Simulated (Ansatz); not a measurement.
## TiAl3Ni2: rattling a relaxed structure

The cell was found from a structure generator's guess, not taken from experiment.

Method: DFT PBE, scalar-relativistic, plane waves, PAW in Ansatz. Settings: cutoff 420 eV, Γ-centred mesh 14×14×4 on the computed 6-atom cell, Gaussian smearing of 0.10 eV; no spin polarisation.

The cell below (6 atoms, space group P4/mmm (No. 123)) is relaxed within its symmetry.

```yaml
crystal:
  lattice:
    - [2.88032, 0.00000, 0.00000]
    - [0.00000, 2.88032, 0.00000]
    - [0.00000, 0.00000, 9.73901]
  atoms:
    - { symbol: Ti, position: [0.00000, 0.00000, 0.00000] }
    - { symbol: Al, position: [0.50000, 0.50000, 0.79812] }
    - { symbol: Al, position: [0.50000, 0.50000, 0.20188] }
    - { symbol: Al, position: [0.50000, 0.50000, 0.50000] }
    - { symbol: Ni, position: [0.00000, 0.00000, 0.64856] }
    - { symbol: Ni, position: [0.00000, 0.00000, 0.35144] }
```

For the test a repeat of it with 12 atoms (edges 2.88, 2.88, 19.48 Å) was strained at random (σ = 1.5 % a component), the atoms were moved at random (σ = 0.05 Å), and all was relaxed again on a coarse 8×8×1 mesh (in the run’s order of axes) with 0.20 eV smearing, with no symmetry imposed.

Trial moments died out on the coarse mesh, so the last step has no spin; another magnetic start might hold.

Task: Is the structure stable against such a distortion?

Result: It returns, within 2 meV/atom of the unmoved cell on that mesh and with the same symmetry when read at 0.1 Å. No instability shows in this cell; modes of other wave vectors, which need another repeat, aren't tested.
